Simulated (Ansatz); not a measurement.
Values for one crystal, relaxed and computed with plane-wave PAW r²SCAN (Ansatz code); other levels are named.

- Volume per atom: 18.08 Å³
- Electronic character: metallic (no gap)
- Density of states at the Fermi level: 0.50 states/eV per atom (mean over ±0.08 eV)
- Formation energy from the elements (no fitted shifts): -0.89 eV/atom

Problem. Which compound is it?
(A) ScSi, Cmcm (Sc on 4c, Si on 4c)
(B) SiNi, rock salt
(C) BaIrO3, cubic perovskite
(D) MgNi3C, anti-perovskite

Solution. A, ScSi, Cmcm (Sc on 4c, Si on 4c)

The workflow started from a Materials Project entry (that database holds measured and hypothetical structures alike); the Crystallography Open Database copy checked does not list it. Its standing as an ambient phase is unchecked. The r²SCAN relaxation kept the symmetry of its start; whether a distortion lowers the energy is not shown. The run is not spin-polarised. The references are the lowest solids computed at this level, not always the standard phases.

Potentials: the later of the program's two PAW sets.
